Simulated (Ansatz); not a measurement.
Zr₃Tl₂Cu₂S₈ in space group C2/m (No. 12; Pearson symbol mS30), r²SCAN+D4 (plane waves, PAW; program Ansatz). The conduction-band minimum lies at A, with 1 equivalent valley. Second derivatives d²E/dk² of the lowest band at one valley (eV·Å²), along Cartesian directions:

| direction | d²E/dk² |
|---|---|
| [100] | 3.373 |
| [010] | 22.42 |
| [001] | 5.547 |
| [110] | 12.91 |
| [101] | 5.490 |
| [011] | 13.99 |

### Question
Find the principal effective masses, the density-of-states mass and the conductivity mass.

### Answer
Off-diagonal terms follow from H_xy = H[110] − (H_xx + H_yy)/2, and m*/mₑ = 7.620 eV·Å² over each eigenvalue: 0.34, 1.3, 2.6. One valley's DOS mass (m₁m₂m₃)^(1/3) = 1.0, conductivity mass 3/(Σ 1/mᵢ) = 0.73 mₑ.

### Question
What effective density of states Nc follows at 300 K for parabolic valleys?

### Answer
Nc = 2.509e19 × 1 × (1.0)^(3/2) ≈ 2.5e19 cm⁻³.

The workflow started from a Materials Project entry (that database holds measured and hypothetical structures alike); the Crystallography Open Database copy checked does not list it. Whether it is the stable phase at ambient conditions was not checked. The r²SCAN+D4 relaxation kept the symmetry of its start; its stability against distortions is not shown here. No spin polarisation was allowed. Spin–orbit coupling is left out wherever it is not named.

Potentials: the later of the program's two PAW sets.

Edges and masses are those of Kohn–Sham bands, whose gap is no quasiparticle gap.
